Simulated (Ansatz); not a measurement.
# SnO

The computed numbers are results of r²SCAN, scalar-relativistic (no spin polarisation) in the plane-wave PAW code Ansatz at 500 eV, Γ-centred 10×10×8 mesh, 0.05 eV Gaussian smearing; PAW files: Ansatz's generated set soft_2.

```
Sn O
1.0
     3.80724    0.00000    0.00000
     0.00000    3.80724    0.00000
     0.00000    0.00000    4.93608
Sn O
2 2
Cartesian
  0.0000 1.9036 1.1473
  1.9036 0.0000 3.7888
  0.0000 0.0000 0.0000
  1.9036 1.9036 0.0000
```

The chain of runs began from a cell as deposited in COD, expanded in volume.

The run above is the reference. The same cell was run again with other input settings; several of them aren't fit for production, so the rows show the settings' effect and aren't properties of the material.

```tsv
keys changed	outcome	ΔE (meV/atom)	P (GPa)	gap on the mesh (eV)	cell moment (μB)	largest force component (eV/Å)	SCF iterations	rough core-seconds	new warnings
none (reference)	converged	0.0	0.0	0.36	–	0.000	–	–	–
basis.ecutrho_ratio: 4 → 6; basis.ecutwfc: 500 → "450 eV"	converged	1.0	0.0	0.36	–	0.002	7	23	cutoff below recommended
scf.n_extra_bands: 8; basis.ecutwfc: 500 → "250 eV"; scf.mixing.algorithm: "msr1"; scf.mixing.beta: 0.05	converged	1096.3	-1.1	0.34	–	0.129	10	10	cutoff below recommended
hamiltonian.pseudopotentials: {"kind": "nc"}; basis.ecutwfc: 500 → "350 eV"; crystal.symmetry: {"detect": false}	converged	–	19.1	1.00	–	2.933	9	150	cutoff below recommended
scf.algorithm: "direct_min"; scf.convergence.dr2_threshold: 1e-05	converged	0.0	0.0	0.36	–	0.000	5	70	force scf threshold loose; stress scf threshold loose
accuracy: "high"; scf.eigensolver.kind: "davidson"; basis.precision: "f64"	converged	0.0	0.0	0.36	–	0.000	11	50	–
```

These changes also left energy (to 0.1 meV/atom), pressure, gap, moment and forces as in the reference: scf.eigensolver.kind: "davidson" | basis.xc_grid: 3; scf.occupations.width: 0.05 → 0.025.

ΔE is the energy with the smearing extrapolated to zero. It is left out where the change alters the Hamiltonian or the spin treatment. The varied runs start from atomic densities (corrected by the program's trained start where that serves), with the default search for lower states unless a row changes it.

**Question.** What happens with these changes: hamiltonian.xc: "r2scan" → "rpbe"?

**Answer.** outcome converged, P (GPa) 6.6, gap on the mesh (eV) 0.21, largest force component (eV/Å) 0.683, SCF iterations 7, rough core-seconds 12.

**Question.** What happens with these changes: hamiltonian.xc: "r2scan" → "pbe"; scf.n_extra_bands: 32?

**Answer.** outcome converged, P (GPa) 4.0, gap on the mesh (eV) 0.22, largest force component (eV/Å) 0.495, SCF iterations 6, rough core-seconds 18.

Changing scf.eigensolver.kind only steers the path to self-consistency, so the energy stays within 0.5 meV/atom.

Other pseudopotential files need their own cutoff; where it is too low, pressure and moments show the cutoff and not the files.

Of the reference: The structure is layered, and this functional has no dispersion term, so the layers' spacing is poorly fixed, often too long, and so is what hangs on it.
